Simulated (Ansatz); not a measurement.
## YMn2Si2: computed properties

Computed with DFT r2SCAN, scalar-relativistic, plane waves, PAW in Ansatz 0.2.0.

Cutoff 500 eV; k points 14×14×14 on the computed 5-atom cell (Γ-centred); Gaussian smearing, width 0.10 eV; collinear spin from starting moments 0 2.61 2.61 -0.11 -0.11 μB.

The structure is relaxed at this level of theory with its symmetry kept. Whether it is the stable form of this composition wasn't checked.

Space group I4/mmm (No. 139). a = 3.882 Å, b = 3.882 Å, c = 10.492 Å, α = 90.00°, β = 90.00°, γ = 90.00°
| atom | site | symmetry | x | y | z |
| --- | --- | --- | --- | --- | --- |
| Y | 2a | 4/mmm | 0.0000 | 0.0000 | 0.0000 |
| Mn | 4d | -4m2 | 0.0000 | 0.5000 | 0.2500 |
| Si | 4e | 4mm | 0.0000 | 0.0000 | 0.3822 |

| Property | Result |
| --- | --- |
| Space group | I4/mmm (No. 139) |
| Volume per atom | 15.81 Å³ |
| Generalised Kohn–Sham band gap | none (metal) |
| Density of states at the Fermi level | 2.85 states/eV per cell |
| Löwdin character within 0.5 eV of the Fermi level | Mn 3d 60 %, Y 4d 20 %, Si 3p 12 %, unprojected 5 % |
| Bader charges (e) | Y (1 in the cell) 1.69, Mn (2 in the cell) 0.14, Si (2 in the cell) -0.98 |
| Total moment | 4.48 μB per cell |
| Site moments (μB; atoms counted from 1 over the whole cell) | Y (atom 1) -0.09, Mn (atom 2) 2.37, Mn (atom 3) 2.37, Si (atom 4) -0.10, Si (atom 5) -0.10 |

The state reached may not be the lowest one. The run saw a state lower than the one given here. Only parallel moments were tried here.

Only this magnetic start was tried.

Cost: 1 run of about 6.7 core-minutes, on Oxide Virtual Turin-like Processor (Zen 5) (shared hosts).